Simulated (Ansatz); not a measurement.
Input:

Starting cell, SnSe₂ (CdI2 type):

```xyz
6
Lattice="7.5873 0.0000 0.0000 -1.8968 3.2854 0.0000 0.0000 0.0000 5.7438" Properties=species:S:1:pos:R:3 pbc="T T T"
Sn     0.0000     0.0000     0.0000
Sn     3.7936     0.0000     0.0000
Se     0.0000     2.1903     1.5854
Se     3.7936     2.1903     1.5854
Se     1.8968     1.0951     4.1584
Se     5.6905     1.0951     4.1584
```

Scan: atom 4 (Se, nearest neighbour Sn at 2.704 Å; its periodic images, 3.8 Å or more away, move with it) is displaced along Cartesian [110], direction (0.707, 0.707, 0.000) in Cartesian axes, by s. The other atoms stay.

Calculation: PBEsol-D3(BJ) (plane waves to 420 eV, PAW, scalar-relativistic; Ansatz, an electronic-structure program). k mesh 4×8×5 (Γ-centred), Fermi-Dirac smearing 0.05 eV. E stands for the smeared free energy. With partly filled bands, energies and forces of such displacements shift with the k mesh and the smearing. At this level the bands of SnSe2 touch or barely overlap; measurements give the solid a gap. SnSe2 was relaxed with its symmetry unable to fall. ΔE is measured from the undisplaced structure.

The scan covers s from -0.810 to 0.810 Å in 11 points.

Question: Is the energy the same for displacements of ±0.810 Å, and if not, which side lies higher?

Answer: Not even: the positive side lies higher at ±0.810 Å. With its periodic images moving along, the atom's site symmetry in this cell is m.

Question: What is the energy change at s = 0.810 Å?

Answer: 2404 meV/cell.

Question: What force acts on the atom along the line at s = -0.810 Å?

Answer: 2.73 eV/Å.

Question: What is the force constant k = d²E/ds² of this move at s = 0?

Answer: 5.48 eV/Å².

(A displaced cell: forces are minus the slopes of the energy, force constants its curvatures, and phonons follow from these.)
